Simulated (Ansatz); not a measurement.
A trial cell of HfPb4O, before relaxation:

```cif
data_structure
_symmetry_space_group_name_H-M 'F-43m'
_symmetry_Int_Tables_number 216
_cell_length_a 8.2197
_cell_length_b 8.2197
_cell_length_c 8.2197
_cell_angle_alpha 90.000
_cell_angle_beta 90.000
_cell_angle_gamma 90.000
_cell_volume 555.36
loop_
_atom_site_label
_atom_site_type_symbol
_atom_site_symmetry_multiplicity
_atom_site_Wyckoff_symbol
_atom_site_fract_x
_atom_site_fract_y
_atom_site_fract_z
_atom_site_occupancy
Hf1 Hf 4 a 0.00000 0.00000 0.00000 1
Pb1 Pb 16 e 0.87616 0.37616 0.12384 1
O1 O 4 c 0.25000 0.25000 0.25000 1
```

These are results of Ansatz 0.2.0, DFT PBE, scalar-relativistic, plane waves, PAW, not measurements. Cutoff 420 eV, Gaussian smearing, Γ-centred meshes. Cell and atoms relax first on a coarse mesh and then on a finer one. In between, the cell is made exact in the group found at 0.06 Å. In metals the finer mesh still leaves noise of several meV/atom or more. The steps can't lower the symmetry of their start. No spin polarisation.

A guess keeps its type if space group and coordination stay and the shape of the cell changes little (axis ratios within about 15 %, angles within 6°); the volume may change.

Question: Will the relaxed cell still be of the starting type?

Answer: It keeps its type. The symmetry stays F-43m (No. 216). The volume per atom grows by 20.3 %, from 23.1 to 27.8 Å³. The shortest distance goes from 2.88 Å (Pb–Pb) to 3.09 Å (Pb–Pb). Counting neighbours within 15 % of an atom's shortest distance, the start has Hf 16, O 16, Pb 6 and the end Hf 16, O 16, Pb 6.

The last run used an 8×8×8 mesh for its 6-atom cell and Gaussian smearing of 0.10 eV. Spin–orbit coupling, which can matter for Hf and Pb, is left out. Symmetry constrained the relaxation, so the result can be a saddle point. Another cell of HfPb4O relaxed alike, in P6/mmm, lies 0.34 eV/atom lower, so this cell isn't the stable form at this level.
